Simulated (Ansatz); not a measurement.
Q: CrI$_{3}$ in space group R-3 (No. 148; Cr on 6c, I on 18f) is relaxed with the program Ansatz at the PBEsol level (PAW). What lattice parameters of the conventional cell result?

A: a = 6.818 Å, c = 19.919 Å.

These are the values of the symmetrised cell.

Q: Give the free coordinates with the occupied sites.

A: In one choice of origin and axes:

```tsv
atom	site	symmetry	x	y	z
Cr	6c	3.	0.0000	0.0000	0.3337
I	18f	1	0.3544	0.0011	0.0773
```

Q: Is it a metal or does it have a gap at this level?

A: A gap of 1.07 eV, indirect.

Symmetry was held in the PBEsol relaxation. Spin order of the final state: ferromagnetic, chosen from 4 collinear starts compared on coarse meshes (ties went to the first, and starts can fall back to one state), not a proven ground state. The volume moved by 18 % from the start of the relaxation. No Hubbard U is applied. A crystal of weakly bound layers computed without a dispersion correction: the cell and the soft elastic constants depend strongly on that. Scalar-relativistic: spin–orbit coupling is off unless named, which matters more the heavier the elements.

Potentials: the later of the program's two PAW sets.
